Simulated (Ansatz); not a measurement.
One crystal and one scan (frozen-phonon scan) at two levels, PBE (plane waves to 420 eV, PAW, scalar-relativistic; Ansatz, a first-principles code) and r2SCAN (plane waves to 500 eV, PAW, scalar-relativistic; Ansatz), each from its own relaxed cell and on its own mesh.

The crystal is MgB2 (AlB2 type, space group P6/mmm); a phonon pattern at L = (0.5, 0.0, 0.5) is frozen into a 6-atom cell, Q being the largest atomic displacement.

MgB2 was relaxed with its symmetry unable to fall. With partly filled bands, energies and forces of such displacements shift with the k mesh and the smearing. Both scans cover Q from -0.180 to 0.180 Å.

```json
[
 {"quantity": "Lattice constant a (Å)", "run 1": "3.074", "run 2": "3.067"},
 {"quantity": "Lattice constant c (Å)", "run 1": "3.528", "run 2": "3.515"},
 {"quantity": "Relaxed volume (Å³/atom)", "run 1": "9.62", "run 2": "9.55"},
 {"quantity": "Energy at Q = 0.180 Å (meV/cell)", "run 1": "1559", "run 2": "1584"},
 {"quantity": "Harmonic wavenumber from the curvature (finite differences) (cm⁻¹ (negative: imaginary))", "run 1": "734", "run 2": "739"}
]
```

**Question.** Which run is which level?

**Answer.** Run 1 is PBE, run 2 is r2SCAN. PBE gives the higher value for: lattice constant a; lattice constant c; relaxed volume. PBE gives the lower value for: energy at Q = 0.180 Å. They agree on: harmonic wavenumber from the curvature (within 1.5 %). Both give the same space group of the distorted cell: Imma (No. 74), lowered from P6/mmm.

(For displaced atoms, the force is minus the slope of the energy, and its curvature is a force constant, which sets phonon frequencies.)
